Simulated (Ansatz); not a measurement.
Relaxed candidate structures of Si:

A. P6₃/mmc (No. 194), hP4; a = b = 3.8249 Å, c = 6.3247 Å, α = β = 90.00°, γ = 120.00°; Si 4f (0.333, 0.667, 0.063)

B. Fd-3m, origin choice 1 (No. 227), cF8, diamond type; a = b = c = 5.4338 Å, α = β = γ = 90.00°; Si 8a (0.000, 0.000, 0.000)

C. I4₁32 (No. 214), cI8; a = b = c = 6.3950 Å, α = β = γ = 90.00°; Si 8a (0.125, 0.125, 0.125)

### Question
Order them by energy per atom (lowest first) at the level PBEsol (plane waves to 420 eV, PAW, scalar-relativistic; Ansatz, a program for electronic structure).

### Answer
B (reference, the lowest of the structures calculated here), A (+0.010 eV/atom), C (+1.11 eV/atom)

### Question
Which candidates are metallic at this level, and what gaps do the others have?

### Answer
No gap: C. A: 0.30 eV (no spin-orbit coupling); B: 0.47 eV (no spin-orbit coupling).

Each run could gain symmetry but not lose that of its start, so entries can be saddle points. From databases, or of a type measured for this composition: P6₃/mmc, hP4; Fd-3m, cF8, diamond type; the others are generated cells (placed on structure types, drawn at random, substituted or restacked) that were not matched to a known phase here. Energies are at zero temperature and pressure, without zero-point motion. The runs use different k-meshes, so differences are rounded accordingly. No spin polarisation in the result.
